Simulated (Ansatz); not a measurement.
In plane-wave PAW PBEsol (Ansatz code), Sc2SiB2 in the hexagonal phase (P-6m2; Sc on 2h, Si on 1a, B on 1b, B on 1f) relaxes to a = 3.131 Å, c = 7.743 Å. Its formation energy from the elements is -0.74 eV/atom, with no fitted shifts.

Electronic character: metallic (no gap).

The bulk modulus is 139 GPa. The highest mode at Γ lies at 828 cm^-1.

The start of the workflow was typed in or built on a structure type; neither database checked (COD, Materials Project) lists it. Whether it is the stable phase at ambient conditions was not checked. The PBEsol relaxation kept the symmetry of its start; its stability against distortions is not shown here. No spin polarisation was allowed. As this level gives no gap, phonon frequencies hold no LO–TO term and depend on the k-mesh and smearing (Fermi–Dirac, 0.1 eV here). The references are the lowest solids computed at this level, not always the standard phases.

Potentials: the earlier of the program's two PAW sets. The files were generated under PBE; for other functionals the program regenerates the frozen cores, and for LDA and PBEsol the local potential too.
